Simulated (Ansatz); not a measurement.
Data:

GaSb:
Space group Fm-3m (No. 225); a = 5.739 Å, b = 5.739 Å, c = 5.739 Å, α = 90.00°, β = 90.00°, γ = 90.00°

```
atom  site  symmetry       x       y       z
----  ----  --------  ------  ------  ------
Sb      4a      m-3m  0.0000  0.0000  0.0000
Ga      4b      m-3m  0.5000  0.5000  0.5000
```
(The calculation used a cell of 2 atoms; values per cell refer to that cell.)

This is the r²SCAN-relaxed structure.

All from the program Ansatz at the r²SCAN level (PAW), unless another level is named. Predict the Young's modulus.

54.4 GPa.

Next, the elastic constants (relaxed ions, GPa)?

C11 = 127, C12 = 31.6, C44 = 10.2.

The start of the workflow was typed in or built on a structure type; neither database checked (COD, Materials Project) lists it. It is not the phase usual at ambient conditions (space group No. 216). Symmetry was held in the r²SCAN relaxation; whether a distortion lowers the energy is not shown. As this level gives no gap, shear constants depend on the k-mesh and smearing (Fermi–Dirac, 0.1 eV here). Scalar-relativistic: spin–orbit coupling is off unless named, which matters more the heavier the elements.

Potentials: the later of the program's two PAW sets.
